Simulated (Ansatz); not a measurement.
An element in the fcc structure gives these cold pressures by all-electron LAPW under LDA (Ansatz 0.2.0, scalar-relativistic, no spin polarisation).

```csv
V (Å³/atom),P (GPa)
14.17,-0.02
13.04,23.5
11.90,62.6
10.77,127.8
9.64,238.3
8.50,430.9
7.37,780.0
6.38,1336
```

Question: Which element is it?

Answer: Pd. Its zero-pressure volume in this structure is near 14.2 Å³/atom; the volume and the steepness of P(V) together point to it, though neighbours can come close. Neighbours weren't tried against these numbers.
